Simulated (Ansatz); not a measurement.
AlNi₃ (Cu3Au type)

```xyz
4
Lattice="3.5261 0.0000 0.0000 0.0000 3.5261 0.0000 0.0000 0.0000 3.5261" Properties=species:S:1:pos:R:3 pbc="T T T"
Ni     0.0000     1.7631     1.7631
Ni     1.7631     1.7631     0.0000
Ni     1.7631     0.0000     1.7631
Al     0.0000     0.0000     0.0000
```

The slice is a {100} plane (indices of the conventional cell) through the point (0.500, 0.500, 0.000) (fractional), spanned by u = [100] and v = [010] in vectors of this cell: u (3.53 Å) and v (3.53 Å, at 90° to u). It covers one period; positions are fractions (u, v).

All values below come from r2SCAN (plane waves to 500 eV, PAW, scalar-relativistic; Ansatz, a program for electronic structure). k mesh 13×13×13. Inside the PAW spheres the values are not all-electron values, and peaks at nuclei hang on which shells count as valence. AlNi3 was relaxed with its symmetry unable to fall. Relaxed AlNi3 ends ferromagnetic. Other magnetic orders were not checked, so this need not be the ground state.

What is the ELF at the midpoint of the shortest Ni–Al line in this plane (2.49 Å)?

0.38.

What is the valence density on the shortest Ni–Al line in this plane (2.49 Å), at its midpoint?

0.30 e/Å³.

Predict the map of the spin density, up minus down on the slice.


| v \ u | 0.00 | 0.11 | 0.21 | 0.32 | 0.43 | 0.54 | 0.64 | 0.75 | 0.86 | 0.96 |
|---|---|---|---|---|---|---|---|---|---|---|
| 0.86 | 0.09 | 0.00 | -0.01 | -0.01 | 0.00 | 0.00 | -0.01 | -0.01 | -0.01 | 0.07 |
| 0.71 | 0.00 | -0.01 | -0.01 | -0.01 | 0.00 | 0.00 | -0.01 | -0.01 | -0.01 | 0.00 |
| 0.57 | 0.00 | 0.00 | -0.01 | 0.00 | 0.00 | 0.00 | 0.00 | -0.01 | 0.00 | 0.00 |
| 0.43 | 0.00 | 0.00 | -0.01 | 0.00 | 0.00 | 0.00 | 0.00 | -0.01 | 0.00 | 0.00 |
| 0.29 | 0.00 | -0.01 | -0.01 | -0.01 | 0.00 | 0.00 | -0.01 | -0.01 | -0.01 | 0.00 |
| 0.14 | 0.09 | 0.00 | -0.01 | -0.01 | 0.00 | 0.00 | -0.01 | -0.01 | -0.01 | 0.07 |
| 0.00 | 1.61 | 0.30 | 0.01 | 0.00 | 0.00 | 0.00 | 0.00 | 0.00 | 0.09 | 1.33 |

Values: spin density, up minus down in e/Å³.
